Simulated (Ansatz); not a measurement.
Pb:
```xyz
1
Lattice="0.0000 2.4978 2.4978 2.4978 0.0000 2.4978 2.4978 2.4978 0.0000" Properties=species:S:1:pos:R:3 pbc="T T T"
Pb     0.0000     0.0000     0.0000
```

Relaxed with r²SCAN (plane waves, PAW; program Ansatz). Indices refer to the conventional cell of Fm-3m, a = 4.9956 Å, b = 4.9956 Å, c = 4.9956 Å, α = 90.00°, β = 90.00°, γ = 90.00°.

### Question
Simulate the powder diffraction pattern (Fe Kα, λ = 1.93735 Å; lines above 1 %) up to 2θ = 90°.

### Answer
Simulated powder pattern, Fe Kα, λ = 1.93735 Å (kinematic, ideal powder, no thermal factors, no anomalous dispersion; the 30 strongest lines at most, above 1 %, up to 2θ = 90°):

```csv
2θ (°),d (Å),I/Imax (%),hkl
39.25,2.884,100,(111)
45.64,2.498,50,(200)
66.52,1.766,35,(220)
80.05,1.506,45,(311)
84.40,1.442,13,(222)
```

The r²SCAN relaxation kept the symmetry of its start. Spin–orbit coupling is left out wherever it is not named.

Potentials: the later of the program's two PAW sets.
